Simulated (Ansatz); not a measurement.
A geometry of ZrO2 away from equilibrium: step 2 of the relaxation of a relaxed ZrO2 cell shaken by Gaussian noise of σ = 0.08 Å a coordinate. All values below come from PBE (plane waves to 420 eV, PAW, scalar-relativistic; Ansatz, a quantum-chemistry and plane-wave program). Γ-centred k-mesh 4×4×2 on the run's cell (coarser than for final values), Fermi–Dirac smearing 0.05 eV.

```
CELL_PARAMETERS angstrom
      6.43694    -0.00570     0.01263
     -3.22340     5.54936     0.00761
      0.02061     0.02624    10.40979
ATOMIC_POSITIONS crystal
  Zr 0.33279 0.66699 0.06163
  Zr 0.66287 0.33874 0.56031
  Zr 0.67191 0.33957 0.93572
  Zr 0.33141 0.67366 0.43700
  O  0.32855 0.66554 0.24592
  O  0.66846 0.34809 0.74820
  O  0.51160 0.01181 0.99873
  O  0.50491 0.51176 0.49983
  O  0.00412 0.50914 0.99599
  O  0.48454 0.99870 0.49753
  O  0.49709 0.50145 0.00563
  O  0.98634 0.49641 0.49554
```

Task: What forces act on the atoms (eV/Å)?

Result: 
```
atom     Fx     Fy     Fz
----  -----  -----  -----
Zr1   -0.09   0.93  -0.81
Zr2   -0.40  -0.47   0.12
Zr3   -0.65   0.46   0.51
Zr4   -0.25  -1.11  -0.45
O5    -0.02   0.08   1.36
O6     0.04  -0.09  -0.21
O7     0.04  -0.80   0.19
O8    -0.51   0.27  -0.16
O9    -0.06  -0.09  -0.05
O10    0.02   0.68   0.25
O11    0.80  -0.45  -0.41
O12    1.08   0.58  -0.32
```

Task: What is the pressure?

Result: +0.8 GPa, compression positive.

Task: How far above the relaxed end point is this geometry?

Result: 0.01 eV/atom; the path ends in P6₃/mmc (No. 194) (AFLOW prototype A2B_hP12_194_cg_f (C10, as in SiO2)).

No spin polarisation in the result.

The end of the path is a generated cell of ZrO2: the first start was made by placing the elements on the sites of a structure type, and the end was not matched to a known phase here, so it may be hypothetical. Known forms of ZrO2 include space group No. 14, 137, 225.
